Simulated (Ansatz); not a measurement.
Relaxing a structure of ZnSiP2

The start is a relaxed ZnSiP2 cell with every coordinate shifted by Gaussian noise of σ = 0.45 Å. A full variable-cell relaxation at zero pressure is run with PBE (plane waves to 420 eV, PAW, scalar-relativistic; Ansatz, a first-principles code). First-step values are on the input's coarse k-mesh.

Ansatz input (later rounds restart from its end on a renewed k-mesh):
Ansatz 0.2 input:
```yaml
crystal:
  lattice:
    - [-2.7093474719, 2.7093474719, 5.2697181529]
    - [2.7093474719, -2.7093474719, 5.2697181529]
    - [2.7093474719, 2.7093474719, -5.2697181529]
  atoms:
    - { symbol: Zn, position: [0.73233609, 0.3193905417, 0.570895663] }
    - { symbol: Zn, position: [0.010373894, -0.1447835019, -0.0594808361] }
    - { symbol: Si, position: [0.2873788409, 0.6061843129, 0.3406091412] }
    - { symbol: Si, position: [0.5378083445, 0.4900916173, 0.0633255804] }
    - { symbol: P, position: [0.1527654927, 0.1147441287, 0.5334657266] }
    - { symbol: P, position: [0.6584967208, 0.5937683457, 0.5554725054] }
    - { symbol: P, position: [0.4405259037, 0.9494162573, 1.1675556775] }
    - { symbol: P, position: [0.8473374345, 0.3311324187, -0.0503651477] }
basis: { ecutwfc: 420, ecutrho_ratio: 4, xc_grid: 2, fft_grid_basis: typed }
kpoints: { mp_grid: { grid: [5, 5, 6] } }
hamiltonian:
  xc: pbe
  dispersion: none
  pseudopotentials: { kind: paw }
scf: { occupations: { method: fermi_dirac, width: 0.05 } }
relax: { f_tol: 0.01, max_steps: 100, cell: { stress_tol: 0.02 } }
output: { forces: true, stress: true }
```

Q: How large is the pressure on the unrelaxed cell, and of which sign?

A: +21.5 GPa (positive: the cell is compressed).

Q: What is the largest force in the starting geometry, and on which atom (counted from 1)?

A: 11.25 eV/Å, on Si3 (atoms numbered as listed).

Q: How much energy is released per atom?

A: 1.41 eV/atom.

Q: Does it find its way back to the structure it was made from?

A: It returns to the parent structure, I-42d (No. 122).

Q: How do the shortest distances between atoms change?

A: The closest pairs of elements (up to four, under 3.6 Å), start → end: P–Zn 1.75 → 2.38 Å; P–Si 1.85 → 2.27 Å; Si–Si 2.79 → 3.78 Å; Zn–Zn 2.91 → 3.78 Å.

Q: What band gap does the relaxed structure have at this level?

A: 1.36 eV, direct at Γ (no spin-orbit coupling).

Final structure:

```cif
data_P8Si4Zn4
_chemical_formula_sum 'Zn4 Si4 P8'
_space_group_name_H-M_alt 'I-42d'
_space_group_IT_number 122
_space_group_name_Hall 'I -4 2bw'
_cell_length_a 5.41891
_cell_length_b 5.41891
_cell_length_c 10.53906
_cell_angle_alpha 90.000
_cell_angle_beta 90.000
_cell_angle_gamma 90.000
loop_
_atom_site_label
_atom_site_type_symbol
_atom_site_symmetry_multiplicity
_atom_site_Wyckoff_symbol
_atom_site_fract_x
_atom_site_fract_y
_atom_site_fract_z
_atom_site_occupancy
Zn1 Zn 4 a 0.00000 0.00000 0.00000 1
Si1 Si 4 b 0.00000 0.00000 0.50000 1
P1 P 8 d 0.26738 0.25000 0.12500 1
```
(The calculation used a cell of 8 atoms; values per cell refer to that cell.)

Final values are on a 9×9×9 k-mesh of the relaxed cell. No spin polarisation in the result.
